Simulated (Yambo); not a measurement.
```xyz
5
Lattice="4.6212 0.0000 0.0000 0.0000 4.6212 0.0000 0.0000 0.0000 4.6212" Properties=species:S:1:pos:R:3 pbc="T T T"
H      2.3106     0.0000     2.3106
H      0.0000     2.3106     2.3106
H      2.3106     2.3106     0.0000
Ca     2.3106     2.3106     2.3106
Cs     0.0000     0.0000     0.0000
```

CsCaH$_{3}$ (cubic perovskite, space group Pm-3m, No. 221): mean Im ε in 1 eV windows above the direct gap of 5.33 eV, for different electron-hole kernels (Yambo, broadening 0.15 eV, LDA (pw.x of Quantum ESPRESSO, ONCV potentials, scalar-relativistic) bands; 8×8×8 mesh, 3 valence and 8 conduction bands, static screening with 45 bands and a 3 Ry block, scissor 2.52 eV, Tamm-Dancoff; field along x).

| window (eV) | independent quasiparticles | BSE |
|---|---|---|
| 5.3 to 6.3 | 1.2 | 4.4 |
| 6.3 to 7.3 | 2.8 | 4.2 |
| 7.3 to 8.3 | 4.1 | 2.3 |
| 8.3 to 9.3 | 4.7 | 1.1 |
| 9.3 to 10.3 | 2.1 | 0.6 |

This run doesn't resolve bound excitons or single peaks, so only averages are given, and they too depend on the mesh; weight that the attraction moves below the gap isn't listed. All transitions below 10.58 eV are in the band window. The scissor comes from a G0W0 run whose convergence isn't established.

The cell is held in this high symmetry; tilts and polar distortions were not searched.

Geometry of the Materials Project entry, not relaxed at this level.

The structure is a Materials Project entry; no match was found in the copy of COD used, and its stability was not checked.
